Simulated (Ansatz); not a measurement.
Yb (fcc, Cu type)

Space group Fm-3m (No. 225); a = b = c = 5.223 Å, α = β = γ = 90.00°

```json
[
 {"atom": "Yb", "site": "4a", "symmetry": "m-3m", "x": "0.0000", "y": "0.0000", "z": "0.0000"}
]
```
(The calculation used a cell of 1 atom; values per cell refer to that cell.)

The volume is varied about the relaxed value V₀ at fixed cell shape. Symmetry pins the atoms to their sites.

Calculation: PBE (plane waves to 420 eV, PAW, scalar-relativistic; Ansatz, a first-principles code). k mesh 15×15×15 (Γ-centred), Fermi-Dirac smearing 0.05 eV. The energy includes the smearing's −TS. The PAW data are Ansatz's earlier set. The relaxed volume of Yb is well below the measured one. Yb is run without spin polarisation. Yb was relaxed with its symmetry unable to fall. The f-shell state is unchecked: a lower one may exist. ΔE is measured from the relaxed starting cell. The last digit holds for this mesh only.

```json
[
 {"V (Å³/atom)": "32.052", "ΔE (meV/atom)": "24.8"},
 {"V (Å³/atom)": "32.942", "ΔE (meV/atom)": "13.5"},
 {"V (Å³/atom)": "33.833", "ΔE (meV/atom)": "5.8"},
 {"V (Å³/atom)": "34.723", "ΔE (meV/atom)": "1.4"},
 {"V (Å³/atom)": "35.613", "ΔE (meV/atom)": "0.0"},
 {"V (Å³/atom)": "36.504", "ΔE (meV/atom)": "1.2"},
 {"V (Å³/atom)": "37.394", "ΔE (meV/atom)": "4.9"},
 {"V (Å³/atom)": "38.284", "ΔE (meV/atom)": "10.7"},
 {"V (Å³/atom)": "39.175", "ΔE (meV/atom)": "18.4"}
]
```

Q: What is the fitted pressure derivative B₀′?

A: 3.3.

Q: What bulk modulus B₀ follows from a third-order Birch-Murnaghan fit?

A: 19.1 GPa.

(Under strain, the slope of the energy per volume gives the stress and its curvature an elastic modulus.)
